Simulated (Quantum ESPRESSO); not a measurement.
# MoTa6Zn in 5 site orders

These are calculations, not measurements. They come from Quantum ESPRESSO 7.5, a public plane-wave density functional program. Each row is one single-point run on a made-up periodic cell of eight metal atoms, with elements, volume, strain and displacements drawn at random and not relaxed, so a cell may be unstable or far from any real phase. There is no spin polarisation or spin-orbit coupling.

Settings: PBE unless stated; PseudoDojo standard norm-conserving files; Fermi-Dirac width 0.25 eV, which means electrons at about 2900 K; cutoff 1143 eV; 6 x 5 x 4 k mesh shifted half a step off Gamma. E is the free energy of the whole cell (internal energy minus TS), so a -TS column is already part of it. Stress is positive in tension, and the pressure P is minus a third of its trace.

Checks: one run of this series was repeated at a higher cutoff and on a denser mesh, which moved values by no more than 0.003 eV, 0.02 GPa and 0.004 eV/Å, and a second program with other atomic files agreed on it to 2 % rms in force and 0.5 GPa in pressure. Known limits: heavy elements are run without spin-orbit coupling, which real alloys of them have; a spin test at this wide smearing found no moment, but such smearing suppresses magnetism that the real alloy may have.

The lattice is face-centred cubic, and the cell vectors in Å are (-4.159, 0.000, 0.000); (0.000, -4.159, 4.159); (0.000, 6.238, 2.079), a volume of 143.84 Å³. The runs move one Mo atom among sites that otherwise hold Ta, on the same eight displaced sites. E is counted from run 1, and the rms force is over all 24 components. Nothing is relaxed, so E mixes bonding between neighbours with strain on unrelaxed sites, and it is not an ordering energy.

```
run,elements on sites 1 to 8,E (eV),-TS (eV),rms force (eV/Å),largest force (eV/Å),P (GPa)
1,Ta Mo Ta Ta Zn Ta Ta Ta,0.000,-1.721,1.234,3.44,3.42
2,Ta Ta Mo Ta Zn Ta Ta Ta,-0.047,-1.744,1.220,3.58,3.38
3,Ta Ta Ta Mo Zn Ta Ta Ta,-0.020,-1.724,1.177,3.51,3.30
4,Ta Ta Ta Ta Zn Mo Ta Ta,-0.084,-1.711,1.176,3.49,?
5,Ta Ta Ta Ta Zn Ta Mo Ta,-0.213,-1.726,1.003,2.26,2.84
```

## Worked fit

A straight line through the runs shown gives P = 3.42 + 2.68 E GPa with E in eV, an error of 0.46 on the slope and a scatter of 0.08 GPa. At this fixed volume the orders of higher energy tend to have the higher pressure.

## Withheld value

Question: what pressure should run 4 give?

The fit gives 3.19 ± 0.09 GPa. The calculation gave 3.10 GPa.
